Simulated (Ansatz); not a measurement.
# Compressing BaHCl: a fit and a missing row

BaHCl, P4/nmm, a = 4.287 Å, c = 6.957 Å. The structure is a COD entry; whether it is the stable form wasn't checked. Ansatz: LDA, PAW, 420 eV, Γ-centred 6×6×4 mesh on 6 atoms, Gaussian smearing 0.02 eV; no spin polarisation. Shape and atoms are relaxed at each volume; pressure is positive in compression.

| V (Å³/atom) | P (GPa) |
| --- | --- |
| 20.031 | ? |
| 20.670 | 1.34 |
| 21.310 | -0.01 |
| 21.949 | -1.18 |
| 22.588 | -2.18 |

Q: Take V0 = 21.310 Å³/atom, count pressures from its P0 = -0.01 GPa, fit the third-order Birch–Murnaghan form to the other rows, and predict the missing pressure.

A: With the Eulerian strain f = ½[(V0/V)^(2/3) − 1] and y = (P − P0)/[3f(1 + 2f)^(5/2)], the form is the line y = B0 + 1.5 B0 (B0′ − 4) f. Rows (f, y): 0.01027, 41.6; -0.00975, 42.0; -0.01904, 41.9. Means f = -0.006173, y = 41.833; Σ(Δf)² = 0.0004487, ΣΔfΔy = -0.005291; the slope is their ratio. y = 41.76 − 11.79 f GPa, so B0 = 41.8 GPa and B0′ = 4 + 2 × (-11.79)/(3 × 41.76) = 3.81. At V = 20.031, f = 0.02106, y = 41.51 and P = 2.90 GPa. The run gave 2.93 GPa, so the fit is 0.03 GPa too low, a small miss on the scale of the series. The form still works here, 33 % of the fitted range beyond its end.

Cost: 5 runs of about 2.1 core-minutes in all, on Arm Neoverse V1 (shared hosts).